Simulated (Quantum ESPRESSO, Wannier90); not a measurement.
**PtSe$_{2}$ (CdI2 type), plane waves to Wannier functions**

```xyz
3
Lattice="3.7173 0.0000 0.0000 -1.8587 3.2193 0.0000 0.0000 0.0000 5.8201" Properties=species:S:1:pos:R:3 pbc="T T T"
Pt     0.0000     0.0000     0.0000
Se    -1.8587     1.0731    -1.3118
Se     1.8587    -1.0731     1.3118
```

Structure: Materials Project mp-1115, symmetrised, not relaxed again. COD (Crystallography Open Database) has an entry of this formula and space group (matched by these alone). Method: PBEsol plane waves in Quantum ESPRESSO 7.5 (PseudoDojo norm-conserving files, 69 Ry, no spin polarisation, no spin-orbit coupling), Bloch states on a 12×12×6 mesh through Γ, Wannier90 4.0.1. Density: 12×12×6 mesh, Gaussian smearing 0.01 Ry. The cell is built of weakly bound layers, chains or molecules, whose nearest atoms lie 3.85 Å apart. Database cells relaxed without dispersion often hold them too far apart, which can enlarge gaps and weakens couplings between them; spacing and stacking were not compared with the measured crystal. Spin-orbit coupling is left out although heavy elements are present.

A tight-binding model is made by disentanglement and projection with no localisation steps (num_iter = 0), so the 11 orbitals stay atom-like: hydrogen-like Pt: d; Se: p, axes along x, y, z; frozen window up to 1.85 eV relative to the valence-band maximum. It follows pw.x to 0.6 meV rms for states up to 1.3 eV relative to the valence-band maximum. Matrix elements depend on this choice of orbitals and windows.

The 45 largest hoppings ⟨m,0|H|n,R⟩ between different sites (one of each Hermitian pair; signs follow the real orbitals' lobes; the list may end inside a set of equal values):

```tsv
m	n	R	distance of the centres (Å)	t (eV)
Pt1 dyz	Se3 py	0 1 0	2.39	1.302
Se2 py	Pt1 dyz	0 1 0	2.39	-1.302
Pt1 dxz	Se2 px	1 0 0	2.43	-0.859
Se3 px	Pt1 dxz	1 0 0	2.43	0.859
Se2 px	Pt1 dxz	0 0 0	2.43	-0.859
Se3 px	Pt1 dxz	0 0 0	2.43	0.859
Pt1 dx2-y2	Se3 pz	0 1 0	2.55	-0.799
Se2 pz	Pt1 dx2-y2	0 1 0	2.55	0.799
Pt1 dxz	Se2 py	1 0 0	2.49	-0.768
Se3 py	Pt1 dxz	1 0 0	2.49	0.768
Se2 px	Pt1 dyz	0 0 0	2.43	0.768
Se2 py	Pt1 dxz	0 0 0	2.49	0.768
Se3 px	Pt1 dyz	0 0 0	2.43	-0.768
Se3 py	Pt1 dxz	0 0 0	2.49	-0.768
Pt1 dyz	Se2 px	1 0 0	2.43	-0.768
Se3 px	Pt1 dyz	1 0 0	2.43	0.768
Pt1 dx2-y2	Se3 py	0 1 0	2.39	-0.766
Se2 py	Pt1 dx2-y2	0 1 0	2.39	0.766
Se2 px	Se2 px	1 0 0	3.72	0.751
Se3 px	Se3 px	1 0 0	3.72	0.751
Pt1 dxy	Se2 px	1 0 0	2.43	0.707
Se3 px	Pt1 dxy	1 0 0	2.43	-0.707
Se2 px	Pt1 dxy	0 0 0	2.43	0.707
Se3 px	Pt1 dxy	0 0 0	2.43	-0.707
Pt1 dxy	Se2 pz	1 0 0	2.55	-0.692
Se3 pz	Pt1 dxy	1 0 0	2.55	0.692
Se2 pz	Pt1 dxy	0 0 0	2.55	0.692
Se3 pz	Pt1 dxy	0 0 0	2.55	-0.692
Se3 pz	Se2 py	1 0 0	3.41	-0.634
Se3 py	Se2 pz	1 0 0	3.41	-0.634
Se2 py	Pt1 dx2-y2	0 0 0	2.49	0.587
Se3 py	Pt1 dx2-y2	0 0 0	2.49	-0.587
Pt1 dx2-y2	Se2 py	1 0 0	2.49	0.587
Se3 py	Pt1 dx2-y2	1 0 0	2.49	-0.587
Se2 pz	Se3 pz	0 1 0	3.50	0.574
Se3 pz	Se2 pz	1 0 0	3.50	0.574
Se3 pz	Se2 pz	1 -1 0	3.50	0.574
Se2 py	Se2 px	0 1 0	3.59	-0.562
Se3 px	Se3 py	0 1 0	3.59	-0.562
Se2 py	Se2 px	1 1 0	3.59	0.562
Se3 px	Se3 py	1 1 0	3.59	0.562
Se2 pz	Se3 px	0 1 0	3.38	0.549
Se2 px	Se3 pz	0 1 0	3.38	0.549
Se3 px	Se2 pz	1 -1 0	3.38	-0.549
Se3 pz	Se2 px	1 -1 0	3.38	-0.549
```
